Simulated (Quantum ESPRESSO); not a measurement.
## CuPt3Li2TaW (one run as intended and one with a planted mistake)

A calculation, not a measurement. The program is pw.x of Quantum ESPRESSO 7.5 (plane-wave density functional theory). The cell is made up: eight metal atoms on a face-centred cubic lattice, with elements, volume, strain and displacements drawn at random and not relaxed, so it may be unstable or far from any real phase. PseudoDojo standard norm-conserving files set the functional (PBE unless stated); there is no spin polarisation or spin-orbit coupling, the Fermi-Dirac width of 0.25 eV means electrons at about 2900 K, and the masses in the input are unused placeholders. The copper pseudopotential is less sure than most, with forces differing by about three percent and pressure by about two GPa from a second method on plain copper. Heavy elements are run without spin-orbit coupling, which real alloys of them have. A spin test at this wide smearing found no moment, but such smearing suppresses magnetism that the real alloy may have.

Intended input:

```
&control calculation='scf', pseudo_dir='./dojo.nc.sr.pbe.v0_5.standard.upf', outdir='./o', disk_io='minimal', tprnfor=.true., tstress=.true. /
&system ibrav=0, nat=8, ntyp=5, nbnd=67, ecutwfc=92.02030273, nosym=.true., tot_charge=0,
 occupations='smearing', smearing='fd', degauss=0.0183746611
/
&electrons conv_thr=1.470e-08, electron_maxstep=70, mixing_beta=0.5 /
ATOMIC_SPECIES
Cu 1.0 Cu.upf
Li 1.0 Li.upf
Pt 1.0 Pt.upf
Ta 1.0 Ta.upf
W 1.0 W.upf
CELL_PARAMETERS angstrom
0.0 -2.0109 -2.0109
-6.0326 -2.0109 0.0
-2.0109 4.0217 -6.0326
ATOMIC_POSITIONS angstrom
Cu 0.0709 0.0212 -0.0004
Pt -2.0714 1.9438 -3.921
Pt -2.0148 -0.0346 -1.9783
Li -4.101 1.9774 -5.9882
Li -4.1002 -0.0378 -3.9972
Pt -4.0877 -2.1144 -2.0172
Ta -6.0017 -0.0051 -6.0241
W -6.1188 -2.0332 -4.0228
K_POINTS automatic
8 4 3 1 1 1
```

The log is shortened where brackets say so; the opening notice, blank lines, dates and the lines on written files are dropped, and the path of the files is cut. It prints rydbergs, bohrs and kilobars, and counts compression as positive stress. Its total energy is the free energy E - TS of the whole cell.

Log of the intended run:

```
     Program PWSCF v.7.5
     Parallel version (MPI & OpenMP), running on       4 processor cores
     Number of MPI processes:                 4
     Threads/MPI process:                     1
     [start-up lines left out]
     bravais-lattice index     =            0
     lattice parameter (alat)  =       5.3741  a.u.
     unit-cell volume          =     877.9568 (a.u.)^3
     number of atoms/cell      =            8
     number of atomic types    =            5
     number of electrons       =       106.00
     number of Kohn-Sham states=           67
     kinetic-energy cutoff     =      92.0203  Ry
     charge density cutoff     =     368.0812  Ry
     scf convergence threshold =      1.5E-08
     mixing beta               =       0.5000
     number of iterations used =            8  plain     mixing
     Exchange-correlation= PBE
                           (   1   4   3   4   0   0   0)
     [axes and pseudopotential details left out]
   Cartesian axes
     site n.     atom                  positions (alat units)
         1        Cu     tau(   1) = (   0.0249311   0.0074547  -0.0001407  )
         2        Pt     tau(   2) = (  -0.7283808   0.6835119  -1.3787686  )
         3        Pt     tau(   3) = (  -0.7084782  -0.0121666  -0.6956434  )
         4        Li     tau(   4) = (  -1.4420632   0.6953269  -2.1056725  )
         5        Li     tau(   5) = (  -1.4417819  -0.0132919  -1.4055633  )
         6        Pt     tau(   6) = (  -1.4373864  -0.7435012  -0.7093221  )
         7        Ta     tau(   7) = (  -2.1104196  -0.0017933  -2.1182963  )
         8        W      tau(   8) = (  -2.1515963  -0.7149483  -1.4145652  )
     number of k points=    48  Fermi-Dirac smearing, width (Ry)=  0.0184
                       cart. coord. in units 2pi/alat
        k(    1) = (  -0.0534023  -0.0165725  -0.0718159), wk =   0.0416667
        k(    2) = (   0.0055253  -0.1933523   0.1049639), wk =   0.0416667
     [further k points left out]
     Dense  grid:   104689 G-vectors     FFT dimensions: (  36,  75,  90)
     Estimated max dynamical RAM per process >     358.68 MB
     Estimated total dynamical RAM >       1.33 GB
     Initial potential from superposition of free atoms
     starting charge     105.9887, renormalised to     106.0000
     Starting wfcs are   64 randomized atomic wfcs +    3 random wfcs
     total cpu time spent up to now is        5.0 secs
     per-process dynamical memory:   274.6 Mb
     Self-consistent Calculation
     iteration #  1     ecut=    92.02 Ry     beta= 0.50
     Davidson diagonalization with overlap
     ethr =  1.00E-02,  avg # of iterations =  3.0
     total cpu time spent up to now is       18.3 secs
     total energy              =   -1466.08345137 Ry
     estimated scf accuracy    <      11.32050559 Ry
     iteration #  2     ecut=    92.02 Ry     beta= 0.50
     Davidson diagonalization with overlap
     ethr =  1.00E-02,  avg # of iterations =  3.0
     total cpu time spent up to now is       32.2 secs
     total energy              =   -1468.96983078 Ry
     estimated scf accuracy    <      60.73505618 Ry
     [iterations 3 to 17 left out]
     iteration # 18     ecut=    92.02 Ry     beta= 0.50
     Davidson diagonalization with overlap
     ethr =  2.72E-10,  avg # of iterations =  2.0
     total cpu time spent up to now is      208.1 secs
     total energy              =   -1473.56949715 Ry
     estimated scf accuracy    <       0.00000006 Ry
     iteration # 19     ecut=    92.02 Ry     beta= 0.50
     Davidson diagonalization with overlap
     ethr =  5.79E-11,  avg # of iterations =  1.9
     total cpu time spent up to now is      218.3 secs
     End of self-consistent calculation
     [lines on levels left out]
!    total energy              =   -1473.56949715 Ry
     estimated scf accuracy    <          9.6E-09 Ry
     smearing contrib. (-TS)   =      -0.08681717 Ry
     internal energy E=F+TS    =   -1473.48267998 Ry
     The total energy is F=E-TS. E is the sum of the following terms:
     one-electron contribution =    -723.72971858 Ry
     hartree contribution      =     402.24697833 Ry
     xc contribution           =    -258.28944425 Ry
     ewald contribution        =    -893.71049549 Ry
     convergence has been achieved in  19 iterations
     Forces acting on atoms (cartesian axes, Ry/au):
     atom    1 type  1   force =    -0.01207355   -0.00655480    0.00171819
     atom    2 type  3   force =     0.02993374    0.02913802   -0.03472574
     atom    3 type  3   force =     0.01255401   -0.01048692    0.00834645
     atom    4 type  2   force =     0.04175202    0.01966107   -0.02132313
     atom    5 type  2   force =     0.04535501   -0.00781138    0.00929932
     atom    6 type  3   force =    -0.00419733    0.01208751   -0.00042307
     atom    7 type  4   force =    -0.08773032   -0.01203279    0.01299612
     atom    8 type  5   force =    -0.02559359   -0.02400072    0.02411185
     Total force =     0.135113     Total SCF correction =     0.000346
     Computing stress (Cartesian axis) and pressure
          total   stress  (Ry/bohr**3)                   (kbar)     P=     -106.02
  -0.00069855   0.00006409  -0.00002785         -102.76        9.43       -4.10
   0.00006409  -0.00073318   0.00001211            9.43     -107.85        1.78
  -0.00002785   0.00001211  -0.00073046           -4.10        1.78     -107.45
     init_run     :      4.69s CPU      4.90s WALL (       1 calls)
     electrons    :    212.01s CPU    213.25s WALL (       1 calls)
     forces       :      2.07s CPU      2.09s WALL (       1 calls)
     stress       :      7.14s CPU      7.30s WALL (       1 calls)
     [timing details left out]
     PWSCF        :   3m46.09s CPU   3m47.75s WALL
     JOB DONE.
```

A second run has one planted mistake: the cell and the positions are scaled by a wrong factor. The input lines that differ:

```
- 0.0 -2.0109 -2.0109
- -6.0326 -2.0109 0.0
- -2.0109 4.0217 -6.0326
+ 0.0 -2.0216 -2.0216
+ -6.0646 -2.0216 0.0
+ -2.0216 4.043 -6.0646
- Cu 0.0709 0.0212 -0.0004
- Pt -2.0714 1.9438 -3.921
- Pt -2.0148 -0.0346 -1.9783
- Li -4.101 1.9774 -5.9882
- Li -4.1002 -0.0378 -3.9972
- Pt -4.0877 -2.1144 -2.0172
- Ta -6.0017 -0.0051 -6.0241
- W -6.1188 -2.0332 -4.0228
+ Cu 0.0713 0.0213 -0.0004
+ Pt -2.0824 1.9541 -3.9418
+ Pt -2.0255 -0.0348 -1.9888
+ Li -4.1227 1.9879 -6.0199
+ Li -4.1219 -0.038 -4.0184
+ Pt -4.1094 -2.1256 -2.0279
+ Ta -6.0335 -0.0051 -6.056
+ W -6.1512 -2.044 -4.0441
```

Its log:

```
     Program PWSCF v.7.5
     Parallel version (MPI & OpenMP), running on       4 processor cores
     Number of MPI processes:                 4
     Threads/MPI process:                     1
     [start-up lines left out]
     bravais-lattice index     =            0
     lattice parameter (alat)  =       5.4027  a.u.
     unit-cell volume          =     892.0162 (a.u.)^3
     number of atoms/cell      =            8
     number of atomic types    =            5
     number of electrons       =       106.00
     number of Kohn-Sham states=           67
     kinetic-energy cutoff     =      92.0203  Ry
     charge density cutoff     =     368.0812  Ry
     scf convergence threshold =      1.5E-08
     mixing beta               =       0.5000
     number of iterations used =            8  plain     mixing
     Exchange-correlation= PBE
                           (   1   4   3   4   0   0   0)
     [axes and pseudopotential details left out]
   Cartesian axes
     site n.     atom                  positions (alat units)
         1        Cu     tau(   1) = (   0.0249390   0.0074502  -0.0001399  )
         2        Pt     tau(   2) = (  -0.7283732   0.6834969  -1.3787463  )
         3        Pt     tau(   3) = (  -0.7084709  -0.0121722  -0.6956341  )
         4        Li     tau(   4) = (  -1.4420207   0.6953193  -2.1056154  )
         5        Li     tau(   5) = (  -1.4417409  -0.0132915  -1.4055391  )
         6        Pt     tau(   6) = (  -1.4373687  -0.7434835  -0.7093104  )
         7        Ta     tau(   7) = (  -2.1103724  -0.0017839  -2.1182423  )
         8        W      tau(   8) = (  -2.1515410  -0.7149418  -1.4145284  )
     number of k points=    48  Fermi-Dirac smearing, width (Ry)=  0.0184
                       cart. coord. in units 2pi/alat
        k(    1) = (  -0.0534033  -0.0165721  -0.0718162), wk =   0.0416667
        k(    2) = (   0.0055263  -0.1933550   0.1049667), wk =   0.0416667
     [further k points left out]
     Dense  grid:   106423 G-vectors     FFT dimensions: (  36,  75,  90)
     Estimated max dynamical RAM per process >     363.88 MB
     Estimated total dynamical RAM >       1.35 GB
     Initial potential from superposition of free atoms
     starting charge     105.9887, renormalised to     106.0000
     Starting wfcs are   64 randomized atomic wfcs +    3 random wfcs
     total cpu time spent up to now is        4.5 secs
     per-process dynamical memory:   278.3 Mb
     Self-consistent Calculation
     iteration #  1     ecut=    92.02 Ry     beta= 0.50
     Davidson diagonalization with overlap
     ethr =  1.00E-02,  avg # of iterations =  3.0
     total cpu time spent up to now is       16.9 secs
     total energy              =   -1466.08437705 Ry
     estimated scf accuracy    <      11.28469236 Ry
     iteration #  2     ecut=    92.02 Ry     beta= 0.50
     Davidson diagonalization with overlap
     ethr =  1.00E-02,  avg # of iterations =  3.0
     total cpu time spent up to now is       29.7 secs
     total energy              =   -1468.92588773 Ry
     estimated scf accuracy    <      61.17112405 Ry
     [iterations 3 to 17 left out]
     iteration # 18     ecut=    92.02 Ry     beta= 0.50
     Davidson diagonalization with overlap
     ethr =  2.77E-10,  avg # of iterations =  2.0
     total cpu time spent up to now is      198.9 secs
     total energy              =   -1473.55856199 Ry
     estimated scf accuracy    <       0.00000007 Ry
     iteration # 19     ecut=    92.02 Ry     beta= 0.50
     Davidson diagonalization with overlap
     ethr =  6.28E-11,  avg # of iterations =  1.6
     total cpu time spent up to now is      208.6 secs
     End of self-consistent calculation
     [lines on levels left out]
!    total energy              =   -1473.55856199 Ry
     estimated scf accuracy    <          8.4E-09 Ry
     smearing contrib. (-TS)   =      -0.08832421 Ry
     internal energy E=F+TS    =   -1473.47023779 Ry
     The total energy is F=E-TS. E is the sum of the following terms:
     one-electron contribution =    -731.06383680 Ry
     hartree contribution      =     404.79682408 Ry
     xc contribution           =    -258.20804819 Ry
     ewald contribution        =    -888.99517687 Ry
     convergence has been achieved in  19 iterations
     Forces acting on atoms (cartesian axes, Ry/au):
     atom    1 type  1   force =    -0.00939090   -0.00519496    0.00079651
     atom    2 type  3   force =     0.03492784    0.02658287   -0.03178409
     atom    3 type  3   force =     0.01470260   -0.00816855    0.00634687
     atom    4 type  2   force =     0.04007935    0.01924376   -0.02082598
     atom    5 type  2   force =     0.04389519   -0.00779830    0.00922597
     atom    6 type  3   force =    -0.00642705    0.01115969   -0.00039062
     atom    7 type  4   force =    -0.08910608   -0.01255560    0.01328564
     atom    8 type  5   force =    -0.02868095   -0.02326892    0.02334571
     Total force =     0.134937     Total SCF correction =     0.000283
     Computing stress (Cartesian axis) and pressure
          total   stress  (Ry/bohr**3)                   (kbar)     P=     -122.96
  -0.00080041   0.00006045  -0.00002750         -117.74        8.89       -4.05
   0.00006045  -0.00085427   0.00000795            8.89     -125.67        1.17
  -0.00002750   0.00000795  -0.00085295           -4.05        1.17     -125.47
     init_run     :      4.08s CPU      4.28s WALL (       1 calls)
     electrons    :    203.20s CPU    204.11s WALL (       1 calls)
     forces       :      2.01s CPU      2.03s WALL (       1 calls)
     stress       :      7.00s CPU      7.17s WALL (       1 calls)
     [timing details left out]
     PWSCF        :   3m36.58s CPU   3m37.90s WALL
     JOB DONE.
```

```
                                            intended run  run with the mistake
                          free energy (eV)    -20048.934            -20048.786
         entropy term -TS, part of it (eV)        -1.181                -1.202
                            pressure (GPa)        -10.60                -12.30
size of the largest force component (eV/Å)         2.256                 2.291
largest change of a force component (eV/Å)                               0.128
                                iterations            19                    19
```

For scale, a rerun of the intended cell at a higher cutoff and on a denser mesh moved values by no more than 0.008 eV in energy, 0.06 GPa in stress and 0.012 eV/Å in force, and a second program with other atomic files agreed on that cell to 2 % rms in force and 0.5 GPa in pressure.